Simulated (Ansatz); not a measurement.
The cell comes from COD entry 9011656, which wasn't checked; take it as a given geometry.

An input for Si and the output that it gave: DFT, LDA, PAW with Ansatz's default frozen-core files, scalar-relativistic (Ansatz 0.2.0).

Command: `ansatz run input.yaml --threads 1 --pin off --max-ram 3072MiB --backend cpu --events-out ev --progress --plain --runs-dir out` The run took 21 s on 1 thread of Intel(R) Xeon(R) 6975P-C (Granite Rapids) (shared host), peak memory 0.49 GiB.

```yaml
crystal:
  lattice:
    - [-2.251, 2.3685, 1.275]
    - [2.251, -2.3685, 1.275]
    - [2.251, 2.3685, -1.275]
  atoms:
    - { symbol: Si, position: [0.807, 0.557, 0.25] }
    - { symbol: Si, position: [0.193, 0.443, 0.75] }
kpoints:
  mp_grid: { grid: [16, 16, 16] }
  band_path:
    path:
      - [0.0, 0.0, 0.0]
      - [0.5, -0.5, 0.5]
      - [0.4758105458, -0.4758105458, 0.5241894542]
      - [-0.4758105458, 0.4758105458, 0.4758105458]
      - [0.0, 0.0, 0.0]
      - [0.3224458646, 0.3224458646, -0.3224458646]
      - [0.6775541354, -0.3224458646, 0.3224458646]
      - [0.5, -0.5, 0.5]
      - [0.0, 0.0, 0.0]
    npoints: 14
scf:
  occupations: { method: fermi_dirac, width: 0.05 }
hamiltonian:
  xc: lda
  pseudopotentials: { kind: paw }
output:
  forces: true
  stress: true
  eigenvalues: true
  efg: { contact_densities: true }
  populations: true
  bader: true
  dos: { projected: true, de: 0.2, e_range: [-14, 8] }
  write_density: true
  write_potential: true
  elf: true
  volumetric_format: npy
```

Output:

```
Engine: ansatz 0.2.0
Pseudopotentials: kind: paw
Pseudopotential: Si, paw, valence charge 4, recommended cutoff 420 eV (normal)
Functional definition: SPW92
  exchange = slater_x
  correlation = pw_c
Crystal: 2 atoms, lattice volume = 27.191 Å³
Basis set: ecut = 420 eV, 521 PW (Γ)
Bands: 8, of which v1, the nominal top of the filled ones, is band 4 counted from 1 (3 counted from 0)
Symmetry: 8 space group operations
Space group: Imma (ITA 74), of the structure as read, at distance tolerance 3.0e-5 Å
k-points: 621 of 4096
Non-local potential: Si, projectors of the file, l = 0: 2, l = 1: 2, l = 2: 2
PAW form: soft (Blöchl's): semilocal exchange-correlation on the pseudo side does not see the compensation charge
PAW frozen core: Si, regenerated for the run's functional, and the local potential with it (the file was generated under x = pbe(κ = 0.804, μ = 0.2195149727645171), c = pbe(β = 0.06672455060314922))
PAW one-centre angular grid: Si, 110 points (default); XC on 64 Gauss nodes
Initial density: superposition of atomic densities (neutral atoms: chi_scale 0, normalization atom), corrected by the library's trained network
Initial wavefunctions: pseudopotential atomic-orbital guess
Functional: x = slater, c = lda
SCF iter   1: F=—  HF=-1216.802152 eV  |F-HF|=—  |Δ(HF+E_count)|=         —  Δρ=5.54e-3  dr2=7.41e-3  ethr=1.77e-3  ⟨swp⟩=5.2  Hψ=40610  notcnv=0
preconditioner: auto → none  [metal: Δε(μ)=0.005 eV  Ē_g=10.819 eV  σ=0.050 eV  W_gap=0.02  n_scr=4 (ndim 8)  ℏωp=20.1 eV  f_vac=0.000  D(μ)=0.74/eV (n_scr^D=4)  sad-step TF]
SCF iter   2: F=—  HF=-1216.799816 eV  |F-HF|=—  |Δ(HF+E_count)|=   2.34e-3  Δρ=3.28e-3  dr2=2.72e-3  ethr=9.26e-5  ⟨swp⟩=1.0  Hψ=9936  notcnv=0
SCF iter   3: F=—  HF=-1216.798525 eV  |F-HF|=—  |Δ(HF+E_count)|=   1.29e-3  Δρ=1.43e-4  dr2=4.54e-6  ethr=3.40e-5  ⟨swp⟩=2.0  Hψ=7431  notcnv=0
SCF iter   4: F=—  HF=-1216.798523 eV  |F-HF|=—  |Δ(HF+E_count)|=   2.93e-6  Δρ=2.68e-5  dr2=2.26e-7  ethr=5.68e-8  ⟨swp⟩=2.1  Hψ=7203  notcnv=0
iter 5 did not close the SCF: its close was put off for the readings that it lacked (scf_convergence_deferred on its scf_iter line)
SCF iter   5: F=-1216.798522 eV  HF=-1216.798522 eV  |F-HF|=8.70e-10  |Δ(HF+E_count)|=   1.04e-7  Δρ=3.16e-6  dr2=2.30e-9  ethr=2.83e-9  ⟨swp⟩=2.1  Hψ=7453  notcnv=0
SCF iter   6: F=-1216.798522 eV  HF=-1216.798522 eV  |F-HF|=5.00e-12  |Δ(HF+E_count)|=  4.71e-10  Δρ=3.91e-7  dr2=1.46e-11  ethr=2.88e-11  ⟨swp⟩=4.6  Hψ=23453  notcnv=0
SCF 1 converged in 6 iterations: F = -1216.798522 eV  dr2 = 1.46e-11
  greatest PAW one-centre occupation: 0.663 electrons in one spin orbital (limit 2), on the Si atom at site 1 (counted from 0), in its partial waves of l = 0
NSCF: frozen V_eff on 113 k-points
SCF converged after 6 iterations
Free energy (F): -1216.798522 eV
Harris-Foulkes:  -1216.798522 eV  (|F-HF|=5.00e-12)
Internal energy: -1216.792470 eV  (E = F + TS)
E sigma→0 (E₀):  -1216.795496 eV
Entropy (-TS):   -0.006052 eV (-3.026 meV/atom)
Fermi energy:    11.065712 eV
--- Per-component energies (eV) ---
  E_band       = 41.878727
  E_kinetic    = 87.029699
  E_local      = 1.036839  (includes V_loc(G=0)·N_el)
  E_nonlocal   = 54.144660
  E_hartree    = 1.899652
  E_xc         = -113.075873
  E_vxc        = -98.693575  (∫ρ·V_xc dr)
  E_paw        = -971.952726  (= ΣΔE_a)
  E_vpaw       = -5.438212  (= ΣTr[D̂ρ^β])
  E_aug_tail   = 0.000012  (compensation charges beyond the density's cutoff)
  E_ewald      = -276.043396
  E_core_change = 0.168661  (= ΣΔE_core)
  E_smearing   = -0.006052  (= −TS)
  E_closure    = 0.000000  (closes the sum)
  Σ components = -1216.798522   (vs F -1216.798522, Δ=0.00e0)
--- Forces (eV/Å), atoms counted from 1 ---
  atom   1  Si     0.00000000     0.00000000     0.01456892
  atom   2  Si     0.00000000     0.00000000    -0.01456892
  max |Σ_I F_I| component: 1.73e-18 eV/Å
--- Stress (GPa, compression-positive) ---
       10.014168       0.000000       0.000000
        0.000000      12.279182       0.000000
        0.000000       0.000000      10.188703
  P = ⅓ Tr σ = 10.8274 GPa (108.274 kbar)
--- PAW observables at the nuclei: V_zz in 10²¹ V/m², potentials from the cell's mean, atoms counted from 1 ---
  atom   1  Si V_zz =    -2.601234   η = 0.2501   by run symmetry: allowed
            electrostatic potential = -1363.867126 V   contact ρ = 12695.263840 e/Å³
  atom   2  Si V_zz =    -2.601234   η = 0.2501   by run symmetry: allowed
            electrostatic potential = -1363.867126 V   contact ρ = 12695.263840 e/Å³
--- Band table (eV; the first three rows and the last of 621) ---
  k-point 0: bands = ["-3.6882", "8.1206", "8.6052", "9.3663", "12.2083", "18.8549", "20.1217", "20.9911"]
  k-point 1: bands = ["-3.6355", "7.4414", "8.4614", "9.9732", "12.6031", "18.1111", "20.3867", "21.0530"]
  k-point 2: bands = ["-3.4773", "6.1953", "8.5684", "10.5506", "13.6982", "16.9700", "19.7728", "20.8784"]
  k-point 620: bands = ["1.8747", "2.9028", "3.4352", "3.7202", "16.7836", "17.6076", "25.1192", "25.7230"]
--- Löwdin populations: 2 sites ---
  site symbol       q [e]
     0     Si      3.9328
     1     Si      3.9328
  spilling = 0.016788 (of n_electrons = 8.000000)
--- Bader charges: 2 sites ---
  site symbol  charge [e]  shift [e]
     0     Si      0.0000     0.0000
     1     Si      0.0000     0.0000
  estimated error of the sums over rays = 1.5e-4 e
```
